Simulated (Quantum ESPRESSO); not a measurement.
## Zn4F7Cl (input and log of a self-consistent run)

A calculation, not a measurement. The program is pw.x of Quantum ESPRESSO 7.5 (plane-wave density functional theory). The cell is made up: 12 atoms on a fluorite lattice, with randomly drawn elements, strain and displacements, not relaxed. PseudoDojo standard norm-conserving files (v0.5 for PBE, v0.4.1 for LDA and PBEsol) set the functional; there is no spin polarisation, spin-orbit coupling or dispersion term, and the masses in the input are unused placeholders.

Input:

```
&control calculation='scf', pseudo_dir='./dojo.nc.sr.pbe.v0_5.standard.upf', outdir='./o', disk_io='low', tprnfor=.true., tstress=.true. /
&system ibrav=0, nat=12, ntyp=3, nbnd=74, ecutwfc=84.00895049, nosym=.true., tot_charge=0,
 occupations='smearing', smearing='fd', degauss=0.0018374661
/
&electrons conv_thr=7.350e-09, electron_maxstep=60, /
ATOMIC_SPECIES
Cl 1.0 Cl.upf
F 1.0 F.upf
Zn 1.0 Zn.upf
CELL_PARAMETERS angstrom
5.0111 0.0 0.0
0.0 5.0111 0.0
0.0 0.0 5.0111
ATOMIC_POSITIONS angstrom
Zn 0.0122 0.0009 0.0396
Zn 0.0176 2.5084 2.4724
Zn 2.4827 -0.0101 2.4913
Zn 2.4733 2.528 0.0101
F 1.2455 1.2636 1.2261
F 1.2716 1.2795 3.7327
Cl 1.267 3.7397 1.2579
F 1.2746 3.7679 3.7661
F 3.7223 1.2255 1.2369
F 3.7473 1.2448 3.7573
F 3.7648 3.7367 1.2991
F 3.7721 3.7552 3.8095
K_POINTS automatic
4 4 4 1 1 1
```

The log is shortened where brackets say so; the opening notice, blank lines, dates and the lines on written files are dropped, and the path of the files is cut. It prints rydbergs, bohrs and kilobars, and counts compression as positive stress. With no partly filled state, the Fermi energy that it prints is only some level between the filled and the empty states on the mesh, and need not lie in the true gap.

```
     Program PWSCF v.7.5
     Parallel version (MPI & OpenMP), running on       4 processor cores
     Number of MPI processes:                 4
     Threads/MPI process:                     1
     [start-up lines left out]
     bravais-lattice index     =            0
     lattice parameter (alat)  =       9.4696  a.u.
     unit-cell volume          =     849.1723 (a.u.)^3
     number of atoms/cell      =           12
     number of atomic types    =            3
     number of electrons       =       136.00
     number of Kohn-Sham states=           74
     kinetic-energy cutoff     =      84.0090  Ry
     charge density cutoff     =     336.0358  Ry
     scf convergence threshold =      7.3E-09
     mixing beta               =       0.7000
     number of iterations used =            8  plain     mixing
     Exchange-correlation= PBE
                           (   1   4   3   4   0   0   0)
     [axes and pseudopotential details left out]
   Cartesian axes
     site n.     atom                  positions (alat units)
         1        Zn     tau(   1) = (   0.0024346   0.0001796   0.0079025  )
         2        Zn     tau(   2) = (   0.0035122   0.5005687   0.4933847  )
         3        Zn     tau(   3) = (   0.4954401  -0.0020155   0.4971563  )
         4        Zn     tau(   4) = (   0.4935643   0.5044801   0.0020155  )
         5        F      tau(   5) = (   0.2485482   0.2521602   0.2446768  )
         6        F      tau(   6) = (   0.2537567   0.2553332   0.7448864  )
         7        Cl     tau(   7) = (   0.2528387   0.7462833   0.2510227  )
         8        F      tau(   8) = (   0.2543553   0.7519108   0.7515516  )
         9        F      tau(   9) = (   0.7428110   0.2445571   0.2468320  )
        10        F      tau(  10) = (   0.7477999   0.2484085   0.7497955  )
        11        F      tau(  11) = (   0.7512921   0.7456846   0.2592445  )
        12        F      tau(  12) = (   0.7527489   0.7493764   0.7602123  )
     number of k points=    32  Fermi-Dirac smearing, width (Ry)=  0.0018
                       cart. coord. in units 2pi/alat
        k(    1) = (   0.1250000   0.1250000   0.1250000), wk =   0.0625000
        k(    2) = (   0.1250000   0.1250000   0.3750000), wk =   0.0625000
     [further k points left out]
     Dense  grid:    88423 G-vectors     FFT dimensions: (  60,  60,  60)
     Estimated max dynamical RAM per process >     255.20 MB
     Estimated total dynamical RAM >     956.03 MB
     Initial potential from superposition of free atoms
     starting charge     135.9994, renormalised to     136.0000
     Starting wfcs are   72 randomized atomic wfcs +    2 random wfcs
     total cpu time spent up to now is        6.2 secs
     per-process dynamical memory:   190.8 Mb
     Self-consistent Calculation
     iteration #  1     ecut=    84.01 Ry     beta= 0.70
     Davidson diagonalization with overlap
     ethr =  1.00E-02,  avg # of iterations =  4.0
     Threshold (ethr) on eigenvalues was too large:
     Diagonalizing with lowered threshold
     Davidson diagonalization with overlap
     ethr =  9.97E-04,  avg # of iterations =  1.0
     total cpu time spent up to now is       30.7 secs
     total energy              =   -2050.08362726 Ry
     estimated scf accuracy    <       1.34419269 Ry
     iteration #  2     ecut=    84.01 Ry     beta= 0.70
     Davidson diagonalization with overlap
     ethr =  9.88E-04,  avg # of iterations =  2.6
     total cpu time spent up to now is       45.5 secs
     total energy              =   -2050.44263831 Ry
     estimated scf accuracy    <       1.08087705 Ry
     iteration #  3     ecut=    84.01 Ry     beta= 0.70
     Davidson diagonalization with overlap
     ethr =  7.95E-04,  avg # of iterations =  2.0
     total cpu time spent up to now is       59.6 secs
     total energy              =   -2050.66302981 Ry
     estimated scf accuracy    <       0.00883776 Ry
     iteration #  4     ecut=    84.01 Ry     beta= 0.70
     Davidson diagonalization with overlap
     ethr =  6.50E-06,  avg # of iterations =  7.7
     total cpu time spent up to now is       76.2 secs
     total energy              =   -2050.66513876 Ry
     estimated scf accuracy    <       0.00336576 Ry
     iteration #  5     ecut=    84.01 Ry     beta= 0.70
     Davidson diagonalization with overlap
     ethr =  2.47E-06,  avg # of iterations =  2.6
     total cpu time spent up to now is       90.4 secs
     total energy              =   -2050.66575898 Ry
     estimated scf accuracy    <       0.00029681 Ry
     iteration #  6     ecut=    84.01 Ry     beta= 0.70
     Davidson diagonalization with overlap
     ethr =  2.18E-07,  avg # of iterations =  2.0
     total cpu time spent up to now is      103.6 secs
     total energy              =   -2050.66581414 Ry
     estimated scf accuracy    <       0.00002881 Ry
     iteration #  7     ecut=    84.01 Ry     beta= 0.70
     Davidson diagonalization with overlap
     ethr =  2.12E-08,  avg # of iterations =  2.0
     total cpu time spent up to now is      118.4 secs
     total energy              =   -2050.66582075 Ry
     estimated scf accuracy    <       0.00000079 Ry
     iteration #  8     ecut=    84.01 Ry     beta= 0.70
     Davidson diagonalization with overlap
     ethr =  5.82E-10,  avg # of iterations =  2.2
     total cpu time spent up to now is      135.7 secs
     total energy              =   -2050.66582091 Ry
     estimated scf accuracy    <       0.00000028 Ry
     iteration #  9     ecut=    84.01 Ry     beta= 0.70
     Davidson diagonalization with overlap
     ethr =  2.02E-10,  avg # of iterations =  2.0
     total cpu time spent up to now is      149.6 secs
     total energy              =   -2050.66582094 Ry
     estimated scf accuracy    <       0.00000003 Ry
     iteration # 10     ecut=    84.01 Ry     beta= 0.70
     Davidson diagonalization with overlap
     ethr =  2.48E-11,  avg # of iterations =  2.0
     total cpu time spent up to now is      162.5 secs
     total energy              =   -2050.66582095 Ry
     estimated scf accuracy    <          9.1E-09 Ry
     iteration # 11     ecut=    84.01 Ry     beta= 0.70
     Davidson diagonalization with overlap
     ethr =  6.68E-12,  avg # of iterations =  2.0
     total cpu time spent up to now is      175.8 secs
     End of self-consistent calculation
          k = 0.1250 0.1250 0.1250 ( 11065 PWs)   bands (ev):
  -114.5949-114.5691-114.5464-114.5278 -68.8141 -68.7832 -68.7641 -68.7623
   -68.7534 -68.7486 -68.7352 -68.7254 -68.7126 -68.7040 -68.6921 -68.6864
   -13.6284 -13.0523 -13.0206 -12.7416 -12.5202 -12.4854 -12.0449  -6.8269
     1.5837   1.6135   1.6865   2.7814   2.7967   2.8584   3.5083   3.5633
     3.6167   3.6951   3.7273   3.7638   4.1474   4.1672   4.2066   4.2621
     4.2937   4.3068   4.3392   4.3660   4.5731   4.5953   4.6375   4.6683
     4.6862   4.7473   4.9568   4.9777   5.0048   6.1667   6.5788   6.5913
     6.9502   7.0450   7.0559   7.3567   7.3842   7.4687   7.5696   7.5862
     7.6383   8.4456   8.4920   8.5341  12.6283  15.3106  15.4156  15.5077
    17.5269  17.5727
     [levels at the other k points left out]
     the Fermi energy is    10.1993 ev
!    total energy              =   -2050.66582095 Ry
     estimated scf accuracy    <          6.8E-10 Ry
     smearing contrib. (-TS)   =       0.00000000 Ry
     internal energy E=F+TS    =   -2050.66582095 Ry
     The total energy is F=E-TS. E is the sum of the following terms:
     one-electron contribution =   -1297.57404115 Ry
     hartree contribution      =     713.06135395 Ry
     xc contribution           =    -267.39665463 Ry
     ewald contribution        =   -1198.75647912 Ry
     convergence has been achieved in  11 iterations
     Forces acting on atoms (cartesian axes, Ry/au):
     atom    1 type  3   force =    -0.05561152    0.04750707   -0.05842715
     atom    2 type  3   force =    -0.06327837   -0.05606485    0.06708495
     atom    3 type  3   force =     0.05931289    0.05504288    0.06104290
     atom    4 type  3   force =     0.06931969   -0.06076774   -0.06767554
     atom    5 type  2   force =    -0.00829595   -0.01220166   -0.00063534
     atom    6 type  2   force =    -0.00769563   -0.00380838   -0.00101912
     atom    7 type  1   force =    -0.00873932    0.02204534    0.00135581
     atom    8 type  2   force =    -0.00440290    0.00682832   -0.00245035
     atom    9 type  2   force =     0.00603867    0.00141272    0.00237975
     atom   10 type  2   force =     0.00748009    0.00121403   -0.00444658
     atom   11 type  2   force =     0.00287892   -0.00060865    0.00357233
     atom   12 type  2   force =     0.00299343   -0.00059907   -0.00078165
     Total force =     0.211766     Total SCF correction =     0.000035
     Computing stress (Cartesian axis) and pressure
          total   stress  (Ry/bohr**3)                   (kbar)     P=      215.11
   0.00145610  -0.00000013  -0.00003918          214.20       -0.02       -5.76
  -0.00000013   0.00147692   0.00002348           -0.02      217.26        3.45
  -0.00003918   0.00002348   0.00145387           -5.76        3.45      213.87
     init_run     :      5.03s CPU      5.20s WALL (       1 calls)
     electrons    :    165.97s CPU    169.62s WALL (       1 calls)
     forces       :      2.04s CPU      2.07s WALL (       1 calls)
     stress       :      6.28s CPU      6.29s WALL (       1 calls)
     [timing details left out]
     PWSCF        :   3m 0.38s CPU   3m 4.33s WALL
     JOB DONE.
```

In other units: free energy -27900.730 eV for the cell, pressure 21.51 GPa, largest force component 1.782 eV/Å. A rerun of a related cell, with the same atoms placed differently, at 1437 eV and a 6 x 6 x 6 mesh moved values by no more than 0.003 eV in energy, 0.02 GPa in stress and 0.002 eV/Å in force.